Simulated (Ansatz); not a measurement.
LuB$_{2}$Os$_{3}$ in space group P6/mmm (No. 191; B on 2c, Os on 3g, Lu on 1a), LDA in the plane-wave PAW code Ansatz, all energies at zero smearing, with the estimated change up to a 700 eV cutoff added, with one set of potentials and settings (totals compare only within such a set). Cell of 6 atoms (2 B, 3 Os, 1 Lu): -48149.938 eV.

```csv
element,reference phase,E (eV/atom)
B,"R-3m, 12 atoms in the cell",-149.7758
Os,"P6_3/mmc, 2 atoms in the cell",-11118.4911
Lu,"P6_3/mmc, 2 atoms in the cell",-14492.9969
```

Formation energy per atom, worked out: (-48149.938 − 2×(-149.7758) − 3×(-11118.4911) − 1×(-14492.9969))/6 = -0.319 eV/atom (-31 kJ per mol of atoms), at 0 K, without zero-point energy or fitted corrections.

The workflow started from an entry of the Crystallography Open Database (COD). Whether it is the stable phase at ambient conditions was not checked. The cell was relaxed with LDA under the symmetry of its start; of distortions, only those at the zone centre were tested, and some modes there are weakly imaginary. The run is not spin-polarised. The references are the lowest solids computed at this level, not always the standard phases. Scalar-relativistic: spin–orbit coupling is off unless named, which matters more the heavier the elements.

Potentials: the later of the program's two PAW sets.
